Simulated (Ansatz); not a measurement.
TiAu4 in space group I4/m (No. 87; Ti on 2a, Au on 8h) at seven volumes, plane-wave PAW r²SCAN (Ansatz code), shape and atoms relaxed at each. One row is withheld.

| V (Å³/atom) | P (GPa) |
|---|---|
| 15.426 | 20.00 |
| 15.934 | 12.00 |
| 16.443 | 5.42 |
| 16.951 | 0.01 |
| 17.460 | ? |
| 17.969 | -8.00 |
| 18.477 | -10.85 |

### Question
Fit the shown pressures and predict the withheld one.

### Answer
Third-order Birch–Murnaghan: P = (3/2)B₀(x^(7/2) − x^(5/2))[1 + (3/4)(B′ − 4)(x − 1)] with x = (V₀/V)^(2/3). Least squares on the six rows gives V₀ = 16.954 Å³/atom, B₀ = 161.8 GPa, B′ = 5.73. At V = 17.460, x = 0.9806 and P = -4.37 GPa. The run itself gave -4.42 GPa.

The first step of the workflow began from a Materials Project structure, measured or hypothetical; the Crystallography Open Database copy checked does not list it. With Ti and Au taken as one species the cell has the higher symmetry Fm-3m, so it may be an ordered model of a mixed-site phase. Whether it is the stable phase at ambient conditions was not checked. The cell was relaxed with r²SCAN under the symmetry of its start; its stability against distortions is not shown here. No spin polarisation was allowed. Spin–orbit coupling is left out wherever it is not named.

Potentials: the later of the program's two PAW sets.
